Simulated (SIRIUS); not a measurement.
A self-consistent single point of InGa2N3 (Cmc2_1, 12 atoms in the cell; from Materials Project mp-1246567, lattice scaled a little) with SIRIUS.

Method: PBE, PseudoDojo 0.5 standard norm-conserving PBE (tails mended) pseudopotentials (plane waves; SIRIUS).

```
InGa2N3
1.0
    4.99483    -2.88104     0.00000
    4.99483     2.88104     0.00000
    0.00000     0.00000     5.38006
In Ga N
2 4 6
Direct
  0.32526   0.67474   0.98970
  0.67474   0.32526   0.48970
  0.00709   0.33385   0.99258
  0.99291   0.66615   0.49258
  0.66615   0.99291   0.99258
  0.33385   0.00709   0.49258
  0.02682   0.33368   0.35888
  0.97318   0.66632   0.85888
  0.66632   0.97318   0.35888
  0.33368   0.02682   0.85888
  0.30744   0.69256   0.39539
  0.69256   0.30744   0.89539
```

Reference input (self-consistent single point, DFT, PBE, plane waves, PseudoDojo 0.5 standard norm-conserving PBE (tails mended) pseudopotentials): parameters.ngridk = 2 2 2; parameters.xc_functionals = [XC_GGA_X_PBE, XC_GGA_C_PBE]; parameters.gk_cutoff = 9.165 1/bohr; parameters.pw_cutoff = 18.331 1/bohr; parameters.smearing = fermi_dirac; parameters.smearing_width = 0.00183747 Ha; potentials = PseudoDojo 0.5 standard norm-conserving PBE (tails mended) pseudopotentials; parameters.electronic_structure_method = pseudopotential; parameters.num_bands = 65; parameters.num_mag_dims = 0; parameters.num_dft_iter = 100; parameters.energy_tol = 1e-07 Ha. This run's input differs from it in these lines:

```diff
@@ -16,3 +16,3 @@
     "pw_cutoff": 18.331,
-    "ngridk": [2, 2, 2],
+    "ngridk": [1, 1, 1],
     "smearing": "fermi_dirac",
```

Log, with long lists cut:

```
[find] density tolerance         : 1e-06
[find] total energy tolerance    : 1e-07
[find] iter_solver_tol (initial) : 0.01
[find] iter_solver_tol (target)  : 1e-13
[find] num_dft_iter              : 100
Charges and magnetic moments
--------------------------------------------------------------------------------
total charge          : 108.000000
[find] | SCF iteration   0 out of 100|
[diagonalize] iterative solver tolerance (occupied, empty): 0.01 0.01
[diagonalize] average number of iterations: 3
[find] Charges and magnetic moments
[find] total charge          : 108.000000
[find] Energy
   [... lines left out ...]
[find] Charges and magnetic moments
[find] total charge          : 108.000000
[find] Energy
[find] smearing (-TS)                 :      -0.00000940
[find] Total energy                   :    -501.15550035 (Ha),   -1002.31100071 (Ry)
[find] Free energy (E-TS)             :    -501.15550976 (Ha),   -1002.31101951 (Ry)
[find] band gap (eV)                  :       0.95006272
[find] Efermi                         :       0.39029315
[find] iteration : 13, RMS (target) : 8.3392e-07 (1.0000e-06) , energy difference (target) : -3.5067e-10 (1.0000e-07)
[find] bands are converged : true
[find] iterative solver converged : true
[find] converged after 14 SCF iterations!
[find] Charges and magnetic moments
[find] total charge          : 108.000000
[find] Energy
[find] smearing (-TS)                 :      -0.00000940
[find] Total energy                   :    -501.15550035 (Ha),   -1002.31100071 (Ry)
[find] Free energy (E-TS)             :    -501.15550976 (Ha),   -1002.31101951 (Ry)
[find] band gap (eV)                  :       0.95006272
[find] Efermi                         :       0.39029315
[ground_state] === stress tensor components [kbar] ===
[ground_state] === stress_total ===
[ground_state]    -3.580722    0.000000    0.000000
[ground_state]     0.000000   -3.040592    0.000000
[ground_state]     0.000000    0.000000   82.777776
[ground_state] ==== total Forces in Ha/bohr =====
   [... lines left out ...]
[ground_state] atom:    7, force:       0.0039456     -0.0025143     -0.0008764
[ground_state] atom:    8, force:       0.0039456      0.0025143     -0.0008764
[ground_state] atom:    9, force:      -0.0039456     -0.0025143     -0.0008764
[ground_state] atom:   10, force:       0.0000000     -0.0040793      0.0123002
[ground_state] atom:   11, force:       0.0000000      0.0040793      0.0123002
```

The run converged in 14 iterations. SIRIUS prints the stress tensor with tension positive. Against the reference run the free energy falls by 19.4 meV/atom, the pressure goes from 1.38 to -2.54 GPa and the largest force goes from 0.055 to 0.666 eV/Å.

This run is one point of a test of settings, so its values need not be converged; read them against the reference run alone. The structure comes from a collection of computed structures, made at another level of theory; the collection holds predicted forms beside known ones. Its lattice was then scaled. With one or two k-points the zone of this small cell is coarsely sampled: energies, forces and stress carry that error and can break the symmetry, so a converged loop does not mean converged values.

Cost on one core: roughly 50 core-seconds.

The gap that the log prints is read on the run's mesh, which can miss the band edges or a crossing.

“Tails mended”: in these copies of the files the far tail of each local potential was reset to the Coulomb form.
